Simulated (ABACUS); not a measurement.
Set-up for a self-consistent single point of W (Im-3m, 2 atoms in the cell; from Materials Project mp-91, changed as shown).

```
CELL_PARAMETERS angstrom
      3.10691     0.00000     0.00000
      0.00000     3.10691     0.00000
      0.00000     0.00000     3.10691
ATOMIC_POSITIONS crystal
  W  0.00000 0.00000 0.00000
  W  0.50000 0.50000 0.50000
```

Level of theory: ABACUS 3.10.1 with LDA (PW92), numerical atomic orbitals DZP (confined pseudo-atomic orbitals with Gaussian additions; energy shift 0.003 Ry), PseudoDojo 0.4 standard norm-conserving LDA (tails mended) pseudopotentials.

ABACUS settings:

| key | value |
|---|---|
| basis | DZP numerical atomic orbitals, energy shift 0.003 Ry |
| KPT | Gamma 14 14 14 0 0 0 |
| basis_type | lcao |
| dft_functional | PWLDA |
| ecutwfc | 100 Ry |
| smearing_method | fd |
| smearing_sigma | 0.00734986 Ry |
| potentials | PseudoDojo 0.4 standard norm-conserving LDA (tails mended) |
| symmetry | 1 |
| symmetry_prec | 1e-05 |
| ks_solver | genelpa |
| scf_nmax | 100 |
| scf_thr | 1.0e-07 |
| mixing_type | broyden |

Results:

| Property | Result |
|---|---|
| Number of valence electrons | 28 |
| Number of bands | 24 |
| Number of k-points after the program's reduction | 120 |
| Size of the basis | 52 |
| Number of SCF iterations | 7 |
| Free energy E − TS | -4131.7375 eV |
| Fermi level (on the code's own zero) | 23.74 eV |
| Pressure | 11.47 GPa |

Stress (GPa, positive for compression):
```
11.47   0.00   0.00
 0.00  11.47   0.00
 0.00   0.00  11.47
```

For comparison: a first run was changed to give this one (lattice scaled by 0.98), and from it to this one the free energy rises by 4.7 meV/atom and the pressure goes from -8.77 to 11.47 GPa.

The atom-centred basis is finite, which shifts total energies and pressures against plane waves. The structure comes from a collection of computed structures, made at another level of theory; the collection holds predicted forms beside known ones.

Cost on one core: roughly 18 core-seconds.

The atomic orbitals were generated for these runs; they are not ABACUS's published sets and were checked against plane waves on a few crystals only.

“Tails mended”: in these copies of the files the far tail of each local potential was reset to the Coulomb form.
